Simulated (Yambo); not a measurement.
Material: RbBr (CsCl type, space group Pm-3m, No. 221) under isotropic strain of -3 % on all lattice vectors; a = 3.9495 Å, b = 3.9495 Å, c = 3.9495 Å, α = 90.00°, β = 90.00°, γ = 90.00° (2 atoms in the cell). The PBEsol cell relaxed from Materials Project entry mp-23303 was given an isotropic strain of -3 % on all lattice vectors, and the atoms were relaxed again.

With PBEsol (pw.x of Quantum ESPRESSO, ONCV potentials, without SOC), the gap between the mesh's edge points (M → Γ) is 4.383 eV.

**Question.** What does a G0W0 run in Yambo give for it (4×4×4 Γ-centred k mesh, 155 bands and a 10 Ry block in the screening, 155 bands in G with the Bruneval-Gonze terminator, plasmon pole fitted at 27.2 eV)?

**Answer.** The correction is 2.440 eV, giving 6.823 eV, 1.6 times the PBEsol value.  Convergence of the G0W0 settings was not tested. Spin-orbit splittings are left out.

This is not the ordinary phase of the substance; no match was found in the copy of COD used, and its stability was not checked.
